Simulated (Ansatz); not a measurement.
SiRu2:
Space group Pnma (No. 62); a = 5.2635 Å, b = 4.0056 Å, c = 7.3895 Å, α = β = γ = 90.00°

| atom | site | symmetry | x | y | z |
|---|---|---|---|---|---|
| Si | 4c | .m. | 0.2003 | 0.7500 | 0.4023 |
| Ru | 4c | .m. | 0.4860 | 0.2500 | 0.2125 |
| Ru | 4c | .m. | 0.1670 | 0.7500 | 0.0654 |

Relaxed with r²SCAN.

### Question
Tabulate the valence density and the electron localisation function along the shortest Ru–Ru contact (2.69 Å), r²SCAN (plane waves, PAW; program Ansatz).

### Answer


```tsv
distance from Ru (Å)	density (e/Å³)	ELF
0.27	9.36	0.46
0.40	7.94	0.64
0.54	5.79	0.68
0.67	3.54	0.63
0.81	1.83	0.49
0.94	0.91	0.34
1.08	0.56	0.27
1.21	0.43	0.30
1.34	0.39	0.33
1.48	0.42	0.29
1.61	0.55	0.26
1.75	0.90	0.32
1.88	1.80	0.47
2.02	3.48	0.61
2.15	5.70	0.67
2.29	7.85	0.62
2.42	9.30	0.45
```

The density is the valence pseudo-density with augmentation charge, so density and ELF within about 1 Å of a nucleus are not all-electron values.

The workflow started from a Materials Project entry (that database holds measured and hypothetical structures alike); the Crystallography Open Database copy checked does not list it. Its standing as an ambient phase is unchecked. The r²SCAN relaxation kept the symmetry of its start; whether a distortion lowers the energy is not shown. The run is not spin-polarised.

Potentials: the later of the program's two PAW sets.
